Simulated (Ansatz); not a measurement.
LiTi$_{12}$O$_{24}$: course of a relaxation

Theory: DFT PBE, scalar-relativistic, plane waves, PAW in Ansatz. Settings: 420 eV cutoff, 2×2×2 k-mesh, shifted by half a step, Gaussian smearing of 0.02 eV, no spin polarisation.

What was changed: Li interstitial, charge +1, atoms relaxed.

In a supercell of 37 atoms the defect feels its periodic images.

Spin polarisation was left out.

Command:

```bash
ansatz run input.yaml --threads 4 --pin off --max-ram 10240MiB --backend cpu --events-out ev --progress --plain --runs-dir out
```

Input:

```yaml
crystal:
  lattice:
    - [4.6433175291, 4.6433175291, 0.0]
    - [4.6433175291, -4.6433175291, 0.0]
    - [0.0, 0.0, -8.8916040979]
  atoms:
    - { symbol: Ti, position: [0.5, 0.0, 0.3333333333] }
    - { symbol: Ti, position: [0.5, 0.0, 0.0] }
    - { symbol: Ti, position: [0.5, 0.0, 0.6666666667] }
    - { symbol: Ti, position: [0.0, 0.5, 0.3333333333] }
    - { symbol: Ti, position: [0.0, 0.5, 0.0] }
    - { symbol: Ti, position: [0.0, 0.5, 0.6666666667] }
    - { symbol: Ti, position: [0.0, 1.0, 0.5] }
    - { symbol: Ti, position: [0.0, 1.0, 0.1666666667] }
    - { symbol: Ti, position: [0.0, 1.0, 0.8333333333] }
    - { symbol: Ti, position: [0.5, 0.5, 0.5] }
    - { symbol: Ti, position: [0.5, 0.5, 0.1666666667] }
    - { symbol: Ti, position: [0.5, 0.5, 0.8333333333] }
    - { symbol: O, position: [0.6948714507, 0.0, 0.5] }
    - { symbol: O, position: [0.6948714507, 0.0, 0.1666666667] }
    - { symbol: O, position: [0.6948714507, 0.0, 0.8333333333] }
    - { symbol: O, position: [0.1948714507, 0.5, 0.5] }
    - { symbol: O, position: [0.1948714507, 0.5, 0.1666666667] }
    - { symbol: O, position: [0.1948714507, 0.5, 0.8333333333] }
    - { symbol: O, position: [0.5, 0.3051285493, 0.6666666667] }
    - { symbol: O, position: [0.5, 0.3051285493, 0.3333333333] }
    - { symbol: O, position: [0.5, 0.3051285493, 1.0] }
    - { symbol: O, position: [0.0, 0.8051285493, 0.6666666667] }
    - { symbol: O, position: [0.0, 0.8051285493, 0.3333333333] }
    - { symbol: O, position: [0.0, 0.8051285493, 1.0] }
    - { symbol: O, position: [0.5, 0.6948714507, 0.3333333333] }
    - { symbol: O, position: [0.5, 0.6948714507, 0.0] }
    - { symbol: O, position: [0.5, 0.6948714507, 0.6666666667] }
    - { symbol: O, position: [0.0, 0.1948714507, 0.3333333333] }
    - { symbol: O, position: [0.0, 0.1948714507, 0.0] }
    - { symbol: O, position: [0.0, 0.1948714507, 0.6666666667] }
    - { symbol: O, position: [0.3051285493, 0.0, 0.5] }
    - { symbol: O, position: [0.3051285493, 0.0, 0.1666666667] }
    - { symbol: O, position: [0.3051285493, 0.0, 0.8333333333] }
    - { symbol: O, position: [0.8051285493, 0.5, 0.5] }
    - { symbol: O, position: [0.8051285493, 0.5, 0.1666666667] }
    - { symbol: O, position: [0.8051285493, 0.5, 0.8333333333] }
    - { symbol: Li, position: [0.2605492534, 0.7685769167, 0.9163713754] }
total_charge: 1
basis:
  ecutwfc: 420
  xc_grid: 2
kpoints:
  mp_grid: { grid: [2, 2, 2], shift: [0.5, 0.5, 0.5] }
hamiltonian:
  xc: pbe
scf:
  occupations: { method: gaussian, width: 0.02 }
output:
  forces: true
  stress: false
  eigenvalues: true
  write_density: true
  write_potential: true
  elf: true
  volumetric_format: npy
relax:
  adjacent_minimum: "off"
  f_tol: 0.02
  max_steps: 60
```

F is the free energy.

Steps:

```
step F − F(1) (eV) largest force component (eV/Å)
   1         0.0000                           2.950
   2        -0.5848                           1.259
   3        -0.7644                           0.332
   4        -0.7969                           0.279
   5        -0.8802                           0.293
   6        -0.9427                           0.085
   7        -0.9565                           0.047
   8        -0.9551                           0.075
   9        -0.9587                           0.006
```

Relaxed structure:

```
CELL_PARAMETERS angstrom
4.64332 4.64332 0.00000
4.64332 -4.64332 0.00000
0.00000 0.00000 -8.89160
ATOMIC_POSITIONS crystal
Ti 0.49754 0.01442 0.33888
Ti 0.52587 0.01497 0.00833
Ti 0.48214 0.98548 0.66929
Ti 0.00301 0.48660 0.33888
Ti 0.97470 0.48603 0.00833
Ti 0.01843 0.51554 0.66929
Ti 0.98633 0.99783 0.49441
Ti 0.01528 0.98240 0.16402
Ti 0.98585 0.02600 0.82495
Ti 0.51424 0.50319 0.49442
Ti 0.48529 0.51860 0.16404
Ti 0.51472 0.47500 0.82496
O 0.69420 0.99734 0.49937
O 0.69909 0.00138 0.17091
O 0.69416 0.00584 0.83128
O 0.19573 0.50322 0.50025
O 0.19204 0.50191 0.16326
O 0.19771 0.49911 0.83490
O 0.50109 0.30170 0.66243
O 0.49707 0.30657 0.33393
O 0.50560 0.30662 0.00199
O 0.00161 0.80875 0.66999
O 0.00298 0.80507 0.33306
O 0.99869 0.80309 0.99845
O 0.49759 0.69593 0.33306
O 0.50189 0.69791 0.99845
O 0.49896 0.69226 0.66999
O 0.00350 0.19444 0.33392
O 0.99497 0.19438 0.00199
O 0.99948 0.19931 0.66243
O 0.30484 0.99779 0.50025
O 0.30853 0.99909 0.16326
O 0.30286 0.00190 0.83490
O 0.80637 0.50366 0.49937
O 0.80148 0.49962 0.17090
O 0.80641 0.49515 0.83128
Li 0.25029 0.75051 0.91696
```

The run converged. Time: 2.2 min on 4 threads of Arm Neoverse V2 (shared host), peak memory 1.5 GiB.